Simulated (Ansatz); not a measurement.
Input:

Ga2Cu:
Space group P4/mmm (No. 123); a = b = 2.763 Å, c = 5.690 Å, α = β = γ = 90.00°

```
atom  site  symmetry       x       y       z
----  ----  --------  ------  ------  ------
Ga      2h       4mm  0.5000  0.5000  0.2838
Cu      1a     4/mmm  0.0000  0.0000  0.0000
```

This is the LDA-relaxed structure.

All from DFT-LDA in the program Ansatz with PAW potentials, unless another level is named. Estimate the highest zone-centre frequency.

250 cm^-1.

Predict the bulk modulus (Birch–Murnaghan fit).

103 GPa.

The workflow started from a Materials Project entry (that database holds measured and hypothetical structures alike); the Crystallography Open Database files this formula in space group No. 123, but the cells were not matched. Its standing as an ambient phase is unchecked. The LDA relaxation kept the symmetry of its start; of distortions, only those at the zone centre were tested. No spin polarisation was allowed. As this level gives no gap, phonon frequencies hold no LO–TO term and depend on the k-mesh and smearing (Fermi–Dirac, 0.1 eV here). Axis ratios of metals converge slowly with the k-mesh, so a and c are less sure than the volume.

Potentials: the later of the program's two PAW sets.
